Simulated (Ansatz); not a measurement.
Values for one crystal, relaxed and computed with r²SCAN+D4 in the plane-wave PAW code Ansatz; other levels are named.

| Property | Result |
|---|---|
| Volume per atom | 8.74 Å³ |
| Band gap | 1.25 eV (indirect) |
| Electron effective mass | 0.38, 0.38, 0.47 mₑ (principal values) |
| Conduction-band minimum | at Γ |
| Valence-band maximum | at A |
| Smallest direct gap on the standard path | 1.42 eV |
| Formation energy from the elements (no fitted shifts) | -1.39 eV/atom |

Question: Which of these materials gives this?
A. MnH2O2, P-3m1 (Mn on 1a, H on 2d, O on 2d)
B. H4NF, P6_3mc (H on 6c, H on 2b, N on 2b, F on 2b)
C. PbO, P4/nmm (Pb on 2c, O on 2a)
D. TiH8N2F6, P-3m1 (Pearson symbol hP17)

Answer: A, MnH2O2, P-3m1 (Mn on 1a, H on 2d, O on 2d)

The first step of the workflow began from a Materials Project structure, measured or hypothetical; the Crystallography Open Database copy checked does not list it. Whether it is the stable phase at ambient conditions was not checked. The r²SCAN+D4 relaxation kept the symmetry of its start; its stability against distortions is not shown here. Spin order of the final state: ferromagnetic, the only order run, not a proven ground state. The cell computed holds one magnetic atom, so no antiferromagnetic order was within reach. Other orbital occupations within this spin state were not tried. No Hubbard U is applied. Point labels and valley counts follow the cell and symmetry of the run, lower than the named group. The references are the lowest solids computed at this level, not always the standard phases (solids in place of the gases). The manganese reference at this level is a Cmcm phase, not α-Mn.

Potentials: the later of the program's two PAW sets.
